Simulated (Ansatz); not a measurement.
A scan (energy against volume; even scaling of the relaxed cell, symmetry kept) gave these values. These are PBEsol (plane waves to 420 eV, PAW, scalar-relativistic; Ansatz, a first-principles code) values and carry that method's errors.

- Bulk modulus at fixed cell shape B₀ (third-order Birch-Murnaghan fit) = 25.2 GPa
- Pressure derivative B₀′ (fit) = 5.4
- Equilibrium volume of the fit = 26.84 Å³/atom

Task: Of these crystals, all scanned alike, which one is it?
A) BaTi(BO₃)₂ (space group R-3)
B) K₂NaInP₂ (space group Ibam)
C) CrO₂ (rutile)

Result: B, K₂NaInP₂ (space group Ibam). The others have, for the bulk modulus at fixed cell shape: BaTi(BO3)2 122 GPa, CrO2 260 GPa

All were relaxed with their symmetry unable to fall. BaTi(BO3)2 is run without spin polarisation. CrO2 is run spin-polarised and with no Hubbard U. Relaxed CrO2 ends ferromagnetic. The magnetic order is the one the run started from; other orders were not tried. (This holds for the magnetic or f-shell members.) With the shape held, the modulus is that of even scaling; a crystal free to change shape is softer.

(A scan under strain: stresses follow from slopes of the energy per volume, elastic moduli from its curvatures.)
